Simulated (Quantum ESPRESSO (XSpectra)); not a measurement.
Quantum ESPRESSO (XSpectra) run for X-ray absorption at the Cl K edge of AgCl (Fm-3m). Geometry: Materials Project entry mp-22922 (a computed structure). The cell is the entry's, not relaxed again. The ground-state test found a gap, so occupations are fixed and the excited electron is left out (charged cell on a uniform background); energies count from the highest occupied level. pw.x input:

```
&CONTROL
  calculation = 'scf'
  prefix = 'x'
  pseudo_dir = './pseudo'
  outdir = './out'
/
&SYSTEM
  ibrav = 0
  nat = 16
  ntyp = 3
  ecutwfc = 69
  input_dft = 'PZ'
  tot_charge = 1
  occupations = 'fixed'
/
&ELECTRONS
  conv_thr = 1.6e-07
  mixing_beta = 0.4
/
ATOMIC_SPECIES
Clh 35.450 Cl.lda-tm-gipaw-star1s.UPF
Ag 107.868 Ag.upf
Cl 35.450 Cl.lda-tm-gipaw.UPF
CELL_PARAMETERS angstrom
   0.000000000   -5.545330000   -5.545330000
   5.545330000    0.000000000   -5.545330000
   5.545330000   -5.545330000    0.000000000
ATOMIC_POSITIONS crystal
Ag     0.500000000    0.500000000    0.500000000
Ag     0.500000000    0.500000000    0.000000000
Ag     0.500000000    0.000000000    0.500000000
Ag     0.000000000    0.500000000    0.500000000
Ag     0.500000000    0.000000000    0.000000000
Ag     0.000000000    0.500000000    0.000000000
Ag     0.000000000    0.000000000    0.500000000
Ag     0.000000000    0.000000000    0.000000000
Clh    0.750000000    0.750000000    0.750000000
Cl     0.750000000    0.750000000    0.250000000
Cl     0.750000000    0.250000000    0.750000000
Cl     0.250000000    0.750000000    0.750000000
Cl     0.750000000    0.250000000    0.250000000
Cl     0.250000000    0.750000000    0.250000000
Cl     0.250000000    0.250000000    0.750000000
Cl     0.250000000    0.250000000    0.250000000
K_POINTS automatic
2 2 2 0 0 0
```

xspectra.x input:

```
&input_xspectra
  calculation = 'xanes_dipole'
  edge = 'K'
  prefix = 'x'
  outdir = './out'
  xonly_plot = .false.
  xiabs = 1
  xcoordcrys = .false.
  xepsilon(1) = 1.0
  xepsilon(2) = 0.0
  xepsilon(3) = 0.0
  xniter = 1500
  xcheck_conv = 50
  xerror = 0.002
  x_save_file = 'x0.sav'
/
&plot
  xnepoint = 451
  xemin = -5.0
  xemax = 40.0
  xgamma = 0.7
  terminator = .true.
  cut_occ_states = .true.
/
&pseudos
  filecore = 'core.wfc'
/
&cut_occ
  cut_desmooth = 0.1
  cut_stepl = 0.01
  cut_ierror = 1e-6
/
4 4 4 1 1 1
```

End of the pw.x output:

```
   -45.4906 -45.4898 -45.4898 -45.4898 -45.4897 -45.4890 -45.4354 -45.4348
   -45.4346 -45.4346 -45.4346 -45.4346 -45.4346 -45.4346 -45.4346 -45.4346
   -45.4345 -45.4338 -45.0559 -45.0559 -45.0559 -45.0559 -45.0559 -45.0558
   -11.8568  -6.8310  -6.7427  -6.6724  -6.6724  -6.6700  -6.5810  -6.4874
     0.3664   0.3664   0.3976   3.0657   3.1792   3.3536   3.3536   3.3861
     3.6498   3.6622   3.7708   3.8858   3.8858   3.9089   3.9089   3.9685
     3.9763   4.1653   4.1653   4.1823   4.6308   4.6308   4.8471   4.8471
     5.0831   5.2744   5.3790   5.5320   5.5480   5.5736   5.5736   5.5871
     5.6438   5.6445   5.6445   5.6446   5.6896   5.6896   5.7385   5.7598
     5.7831   5.7890   5.7890   6.0290   6.0443   6.0741   6.0741   6.0912
     6.0912   6.1663   6.2230   6.2230   6.2580   6.2999   6.2999   6.3596
     6.3702   6.4129   6.5732   6.8171   7.4825   7.4825   7.8069   8.0253

     highest occupied level (ev):     8.0907

!    total energy              =   -2767.66766910 Ry
     estimated scf accuracy    <       0.00000001 Ry

     The total energy is the sum of the following terms:
     one-electron contribution =   -1452.68942085 Ry
     hartree contribution      =     805.04386133 Ry
     xc contribution           =    -453.36200381 Ry
     ewald contribution        =   -1666.66010577 Ry

     convergence has been achieved in  12 iterations

     XML data file, charge density, pseudopotentials, collected wavefunctions
```

xspectra.x output, shortened:

```
... Begin STEP 1 ...

        Radial transition matrix element(s) used in the calculation of the
        initial vector of the Lanczos basis (|tilde{phi}_abs> normalized)
        | For PAW proj. (l=1) #1: radial matrix element =   0.020142272
        | For PAW proj. (l=1) #2: radial matrix element =   0.026295355

NB: the    16 k-point are not all listed below because npool=  4
        |-------------------------------------------------------------
        ! k-point #     1:  ( 0.0884, -0.0884, -0.0884),  0.0312,   1
        |-------------------------------------------------------------
 okvan= F
        |   Norm of the initial Lanczos vector: 0.15254549E-01
        !   => CONVERGED at iter    550 with error=  0.00152497
        |-------------------------------------------------------------
        ! k-point #     2:  ( 0.2652, -0.2652,  0.0884),  0.0312,   1
        |-------------------------------------------------------------
 okvan= F
        |   Norm of the initial Lanczos vector: 0.15254543E-01
        !   => CONVERGED at iter    500 with error=  0.00125668
        |-------------------------------------------------------------
        ! k-point #     3:  ( 0.4419, -0.4419,  0.2652),  0.0312,   1
        |-------------------------------------------------------------
 okvan= F
        |   Norm of the initial Lanczos vector: 0.15254543E-01
        !   => CONVERGED at iter    600 with error=  0.00138278
        |-------------------------------------------------------------

        ...
... Begin STEP 2 ...

     The spectrum is calculated using the following parameters:
        energy-zero of the spectrum [eV]:    8.0907
        the occupied states are elimintate from the spectrum
        xemin [eV]:  -5.00
        xemax [eV]:  40.00
        xnepoint:  451
        constant broadening parameter [eV]:    0.700
        Core level energy [eV]:  -2822.
         (from electron binding energy of neutral atoms in X-ray data booklet)

     Cross-section successfully written in xanes.dat

     ... End STEP 2 ...

     xanes        :    147.66s CPU    148.09s WALL (       1 calls)

     -------------------------------------------------------------------------
                                END JOB XSpectra
     -------------------------------------------------------------------------
```

xanes.dat for the field along x, every fifth line (energy in eV, cross section):

```
   -5.000   9.4410e-05
   -4.500   1.0300e-04
   -4.000   1.1310e-04
   -3.500   1.2520e-04
   -3.000   1.3980e-04
   -2.500   1.5780e-04
   -2.000   1.8060e-04
   -1.500   2.1010e-04
   -1.000   2.4990e-04
   -0.500   3.0630e-04
    0.000   3.9180e-04
    0.500   5.3330e-04
    1.000   7.6660e-04
    1.500   1.1460e-03
    2.000   1.7360e-03
    2.500   2.5690e-03
    3.000   3.3330e-03
    3.500   3.6360e-03
    4.000   3.4110e-03
    4.500   3.0510e-03
    5.000   3.1980e-03
    5.500   3.4640e-03
    6.000   3.5610e-03
    6.500   4.2400e-03
    7.000   5.3210e-03
    7.500   4.7100e-03
    8.000   3.2280e-03
    8.500   2.3160e-03
    9.000   1.8680e-03
    9.500   1.6730e-03
   10.000   1.5790e-03
   10.500   1.5970e-03
   11.000   1.5430e-03
   11.500   1.4160e-03
   12.000   1.3310e-03
   12.500   1.3520e-03
   13.000   1.4570e-03
   13.500   1.5880e-03
   14.000   1.8730e-03
   14.500   2.2620e-03
   15.000   2.5890e-03
   15.500   2.9300e-03
   16.000   3.1560e-03
   16.500   3.4700e-03
   17.000   3.7400e-03
   17.500   3.7090e-03
   18.000   3.4580e-03
   18.500   3.0260e-03
   19.000   2.7320e-03
   19.500   2.6190e-03
   20.000   2.7650e-03
   20.500   3.0790e-03
   21.000   3.2270e-03
   21.500   3.0930e-03
   22.000   2.9380e-03
   22.500   2.8000e-03
   23.000   2.6990e-03
   23.500   2.6400e-03
   24.000   2.5490e-03
   24.500   2.4950e-03
   25.000   2.6600e-03
   25.500   3.0710e-03
   26.000   3.7980e-03
   26.500   4.5470e-03
   27.000   5.0010e-03
   27.500   5.0040e-03
   28.000   4.5360e-03
   28.500   3.7660e-03
   29.000   3.0840e-03
   29.500   2.7540e-03
   30.000   2.7120e-03
   30.500   2.6840e-03
   31.000   2.5950e-03
   31.500   2.4540e-03
   32.000   2.2620e-03
   32.500   2.0680e-03
   33.000   2.0280e-03
   33.500   2.0930e-03
   34.000   2.1470e-03
   34.500   2.2580e-03
   35.000   2.3910e-03
   35.500   2.3670e-03
   36.000   2.1620e-03
   36.500   2.0380e-03
   37.000   2.0330e-03
   37.500   2.0720e-03
   38.000   2.0950e-03
   38.500   2.1280e-03
   39.000   2.2270e-03
   39.500   2.3440e-03
   40.000   2.3600e-03
```
